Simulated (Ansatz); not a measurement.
GaP in space group P6_222 (No. 180; Ga on 3c, P on 3d) at seven volumes, PBE in the plane-wave PAW code Ansatz, shape and atoms relaxed at each. One row is withheld.

| V (Å³/atom) | P (GPa) |
|---|---|
| 17.144 | 9.58 |
| 17.709 | ? |
| 18.274 | 2.68 |
| 18.839 | 0.01 |
| 19.405 | -2.25 |
| 19.970 | -4.07 |
| 20.535 | -5.67 |

Problem. Fit the shown pressures and predict the withheld one.

Solution. P = (3/2)B₀(x^(7/2) − x^(5/2))[1 + (3/4)(B′ − 4)(x − 1)] with x = (V₀/V)^(2/3). Least squares on the six rows gives V₀ = 18.842 Å³/atom, B₀ = 80.9 GPa, B′ = 4.79. At V = 17.709, x = 1.0422 and P = 5.82 GPa. The run itself gave 5.84 GPa.

A made-up cell: these elements were put on the sites of a structure type; neither database checked (COD, Materials Project) lists it. It is not the phase usual at ambient conditions (space group No. 216). Symmetry was held in the PBE relaxation; its stability against distortions is not shown here. Spin–orbit coupling is left out wherever it is not named.

Potentials: the later of the program's two PAW sets.
